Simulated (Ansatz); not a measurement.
**ZnBi₂Pd₂, a known structure type with other elements, at an estimated volume**

```
Pd Bi Zn
1.0
     0.00000    0.00000    6.18685
     6.25100   -3.17677    3.09343
     6.25100    3.17677   -3.09343
Pd Bi Zn
4 4 2
Direct
  0.29327 0.07086 0.65740
  0.70673 0.92914 0.34260
  0.20673 0.65740 0.07086
  0.79327 0.34260 0.92914
  0.28871 0.82502 0.40244
  0.71129 0.17498 0.59756
  0.21129 0.40244 0.82502
  0.78871 0.59756 0.17498
  0.25000 0.50000 0.50000
  0.75000 0.50000 0.50000
```

Level: PBEsol, no spin polarisation; 420 eV; 6×6×6 Γ-centred mesh; cold occupations (width 0.0136 eV); Ansatz 0.2.0, fixed geometry.

Task: What happens at the Fermi level?

Result: It is a metal, with about 5.7 states/eV a cell as the mean within 0.25 eV of the Fermi level, mostly Bi p (59 %) and Pd d (28 %).

Task: Which element gives electrons and which takes them?

Result: Bader charges in e: Zn +0.12, Bi +0.24, Pd -0.29. In the mean Bi gives up most and Pd takes most.

Task: Is the cell too large or too small?

Result: The pressure is -2.1 GPa (compression positive), so with the atoms held at these fractions the cell would first shrink; the forces are large, so a full relaxation may end otherwise. The principal stresses -4.5, -2.8, 1.0 GPa differ, so its shape would change too.

Task: What do density and ELF say about some of the short contacts?

Result: Bi–Zn at 2.49 Å: least valence density 0.43 e/Å³ and ELF 0.33 there. Pd–Zn at 2.96 Å: least valence density 0.19 e/Å³ and ELF 0.23 there. Pd–Bi at 3.13 Å: least valence density 0.19 e/Å³ and ELF 0.24 there. Both are smooth PAW fields, read partly inside the augmentation spheres.

Origin: a known structure type with other elements, at an estimated volume, so it need not be a known compound. Caveats: atoms or cell far from equilibrium.
